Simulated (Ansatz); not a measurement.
HfB₂: eigenvalues along the path

```
CELL_PARAMETERS angstrom
3.14000 0.03140 0.03140
-1.54281 2.70362 0.01149
0.03480 0.03480 3.48000
ATOMIC_POSITIONS crystal
Hf 0.00000 0.00000 0.00000
B 0.33333 0.66667 0.50000
B 0.66667 0.33333 0.50000
```

Atom numbers follow the list: Hf1, B2, B3.

The geometry is COD entry 1510711, unchecked; take it as a test cell. The listed cell was then made from it by scaling, straining or moving an atom.

Spin–orbit coupling is left out, though it moves levels of the heavy atoms by tenths of an eV or more.

Method: DFT, PBEsol, all-electron LAPW, scalar-relativistic (Ansatz 0.2.0).

Numerical set-up: a Γ-centred 15×15×12 k mesh, Fermi–Dirac smearing of 0.03 eV, basis error target 1 meV/atom, no spin polarisation.

Path points, in fractions of the reciprocal vectors: Γ (0.000, 0.000, 0.000), X (0.000, -0.500, 0.000), Y (0.000, 0.000, 0.500), Z (-0.500, 0.000, 0.000), R2 (-0.500, 0.500, -0.500), T2 (-0.500, 0.000, -0.500), U2 (-0.500, 0.500, 0.000). Levels in eV from the Fermi level; bands 15 to 30, counted from the lowest band of the run. The gap is zero.

```
# k(1/Å) point b15 b16 b17 b18 b19 b20 b21 b22 b23 b24 b25 b26 b27 b28 b29 b30
0.000 Γ -13.73 -11.73 -11.71 -11.70 -11.70 -11.69 -11.69 -11.60 -3.09 -3.00 -2.81 -2.72 3.79 3.92 4.59 4.76
0.231 - -13.52 -11.73 -11.71 -11.71 -11.70 -11.69 -11.69 -11.61 -3.51 -2.99 -2.87 -2.81 3.25 3.65 3.93 4.23
0.462 - -12.91 -11.72 -11.71 -11.71 -11.70 -11.69 -11.68 -11.63 -4.81 -3.35 -2.98 -2.40 2.17 3.38 3.67 4.21
0.693 - -12.05 -11.72 -11.71 -11.69 -11.68 -11.67 -11.65 -11.65 -6.32 -3.77 -3.14 -2.36 2.37 2.99 3.30 4.28
0.925 - -11.80 -11.73 -11.72 -11.68 -11.67 -11.66 -11.65 -10.77 -7.82 -4.06 -3.31 -2.73 2.44 2.74 4.00 5.19
1.156 X -11.79 -11.73 -11.72 -11.68 -11.67 -11.66 -11.64 -9.78 -8.94 -4.16 -3.38 -2.91 2.18 2.63 5.48 5.72
1.446 - -11.79 -11.73 -11.71 -11.68 -11.67 -11.66 -11.65 -10.67 -7.90 -4.01 -3.48 -2.72 2.09 2.97 4.26 5.30
1.737 - -11.82 -11.73 -11.70 -11.70 -11.68 -11.67 -11.65 -11.44 -6.50 -4.33 -3.52 -2.13 1.80 2.80 4.32 5.32
2.027 - -11.89 -11.72 -11.71 -11.70 -11.69 -11.69 -11.64 -11.63 -6.18 -4.38 -3.15 -1.05 1.44 1.81 4.15 4.46
2.318 - -11.81 -11.72 -11.71 -11.70 -11.68 -11.68 -11.61 -11.50 -7.63 -2.59 -2.19 0.14 1.00 1.39 2.08 2.36
2.608 Y -11.79 -11.72 -11.72 -11.71 -11.68 -11.67 -11.60 -11.24 -8.39 -1.19 -1.08 0.15 0.33 0.75 1.12 2.20
2.789 - -11.85 -11.72 -11.71 -11.71 -11.68 -11.68 -11.60 -11.59 -7.87 -1.54 -1.40 0.32 0.50 1.25 1.57 1.76
2.969 - -12.45 -11.73 -11.72 -11.71 -11.71 -11.69 -11.68 -11.60 -6.77 -2.13 -1.95 0.61 0.96 1.02 2.24 2.53
3.150 - -13.12 -11.74 -11.72 -11.70 -11.70 -11.69 -11.69 -11.60 -5.48 -2.61 -2.42 -0.48 1.71 1.86 3.30 3.57
3.331 - -13.57 -11.73 -11.71 -11.70 -11.70 -11.69 -11.69 -11.60 -4.18 -2.92 -2.72 -1.66 2.82 2.98 4.16 4.41
3.511 Γ -13.73 -11.73 -11.71 -11.70 -11.70 -11.69 -11.69 -11.60 -3.09 -3.00 -2.81 -2.72 3.79 3.92 4.59 4.76
3.740 - -13.52 -11.73 -11.71 -11.71 -11.70 -11.69 -11.69 -11.61 -3.60 -2.93 -2.85 -2.80 3.17 3.76 4.05 4.17
3.969 - -12.93 -11.72 -11.71 -11.70 -11.70 -11.69 -11.68 -11.63 -4.90 -3.34 -2.89 -2.42 2.14 3.50 3.79 4.09
4.199 - -12.07 -11.72 -11.71 -11.69 -11.68 -11.67 -11.66 -11.65 -6.40 -3.78 -3.03 -2.36 2.35 3.13 3.30 4.31
4.428 - -11.80 -11.72 -11.71 -11.68 -11.67 -11.66 -11.65 -10.80 -7.91 -4.09 -3.19 -2.68 2.49 2.87 4.01 5.16
4.657 Z -11.79 -11.72 -11.72 -11.68 -11.67 -11.66 -11.64 -9.80 -9.04 -4.19 -3.25 -2.86 2.23 2.76 5.57 5.73
4.953 - -11.78 -11.72 -11.72 -11.68 -11.68 -11.66 -11.64 -9.98 -8.58 -4.51 -3.84 -2.03 1.07 3.87 4.33 6.24
5.249 - -11.76 -11.73 -11.71 -11.70 -11.68 -11.67 -11.64 -10.14 -7.65 -5.83 -3.49 -2.22 1.51 3.69 5.20 6.65
5.545 - -11.74 -11.73 -11.71 -11.69 -11.68 -11.67 -11.64 -10.09 -7.62 -5.82 -3.57 -2.73 2.47 4.97 5.44 6.49
5.841 - -11.75 -11.72 -11.70 -11.69 -11.68 -11.67 -11.64 -10.13 -7.76 -5.23 -4.17 -2.76 2.88 5.62 5.78 6.85
6.137 R2 -11.76 -11.71 -11.70 -11.69 -11.67 -11.66 -11.63 -10.26 -7.45 -5.15 -4.74 -2.56 3.81 4.15 6.24 7.21
6.431 - -11.75 -11.72 -11.70 -11.69 -11.67 -11.66 -11.64 -10.43 -7.29 -4.86 -4.60 -2.67 2.49 4.87 5.33 6.65
6.725 - -11.75 -11.73 -11.71 -11.70 -11.68 -11.66 -11.65 -11.18 -6.50 -4.62 -4.03 -2.13 1.59 2.92 5.39 5.81
7.019 - -12.40 -11.73 -11.71 -11.70 -11.69 -11.69 -11.68 -11.63 -5.22 -4.28 -3.19 -1.36 1.39 1.88 4.98 5.04
7.313 - -13.37 -11.73 -11.71 -11.70 -11.70 -11.69 -11.69 -11.61 -4.08 -3.33 -2.95 -1.77 2.51 2.61 4.44 4.55
7.607 Γ -13.73 -11.73 -11.71 -11.70 -11.70 -11.69 -11.69 -11.60 -3.09 -3.00 -2.81 -2.72 3.79 3.92 4.59 4.76
7.895 - -13.38 -11.73 -11.71 -11.71 -11.70 -11.69 -11.69 -11.61 -4.05 -3.51 -2.79 -1.78 2.34 2.67 4.53 4.83
8.182 - -12.46 -11.73 -11.71 -11.70 -11.69 -11.69 -11.68 -11.63 -5.29 -4.33 -3.03 -1.39 1.29 2.08 5.04 5.29
8.470 - -11.76 -11.73 -11.71 -11.69 -11.68 -11.67 -11.64 -11.27 -6.59 -4.60 -3.82 -2.18 1.69 3.07 5.43 5.99
8.758 - -11.75 -11.72 -11.70 -11.69 -11.68 -11.65 -11.65 -10.55 -7.31 -4.61 -4.56 -2.78 2.67 4.94 5.38 6.75
9.046 T2 -11.75 -11.71 -11.70 -11.70 -11.67 -11.65 -11.64 -10.39 -7.43 -4.85 -4.71 -2.76 4.00 4.28 6.13 7.10
9.337 - -11.75 -11.72 -11.70 -11.70 -11.68 -11.66 -11.64 -10.26 -7.71 -5.00 -4.16 -2.91 3.12 5.31 5.93 6.88
9.627 - -11.74 -11.73 -11.71 -11.70 -11.68 -11.67 -11.64 -10.13 -7.62 -5.75 -3.56 -2.74 2.53 4.92 5.36 6.54
9.918 - -11.76 -11.73 -11.71 -11.69 -11.68 -11.67 -11.64 -10.11 -7.57 -5.94 -3.49 -2.26 1.46 3.79 5.27 6.60
10.208 - -11.78 -11.73 -11.72 -11.68 -11.67 -11.67 -11.64 -9.93 -8.42 -4.68 -3.82 -2.21 0.92 4.16 4.38 5.94
10.499 U2 -11.79 -11.73 -11.72 -11.68 -11.67 -11.66 -11.64 -9.77 -8.84 -4.13 -3.51 -2.98 2.11 2.49 5.41 5.74
```
